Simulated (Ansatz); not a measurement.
Start of a relaxation, N put at a top Os site (Os, Fm-3m (No. 225), (1 1 1) face):

```xyz
5
Lattice="2.7014 0.0000 0.0000 -1.3507 2.3395 0.0000 0.0000 0.0000 25.6170" Properties=species:S:1:pos:R:3 pbc="T T T"
Os    1.3507    0.7798    8.5000
Os    0.0000    1.5596   10.7057
Os    0.0000    0.0000   12.9331
Os    1.3507    0.7798   15.0495
N     1.3507    0.7798   17.2095
```

The calculation used DFT PBEsol, scalar-relativistic, plane waves, PAW (Ansatz 0.2.0). Plane waves to 420 eV, a k mesh through Γ of 12×12×1 on the computed 5-atom cell and Gaussian smearing (0.10 eV); no spin polarisation. The cell repeats along c with a dipole correction in the vacuum.

Atoms 1, 2 (counted from 1) are held. The cell is fixed. Force threshold 0.03 eV/Å.

**Question.** Where does it end?

**Answer.** The energy falls by 2.096 eV in 7 steps, to:

```
CELL_PARAMETERS angstrom
2.70138 0.00000 0.00000
-1.35069 2.33946 0.00000
0.00000 0.00000 25.61699
ATOMIC_POSITIONS crystal
Os 0.66667 0.33333 0.33181
Os 0.33333 0.66667 0.41791
Os 0.00000 0.00000 0.50166
Os 0.66667 0.33333 0.59758
N 0.66667 0.33333 0.66272
```

The end is the local minimum or symmetric point that this start leads to. The slab is only 6.6 Å thick, so the energy isn't converged with thickness.

Spin–orbit coupling is left out, which can shift energies with elements as heavy as these. Spin polarisation was left out, and a magnetic state may lie lower.

The reference crystal is the fcc form of Os, which isn't its usual structure.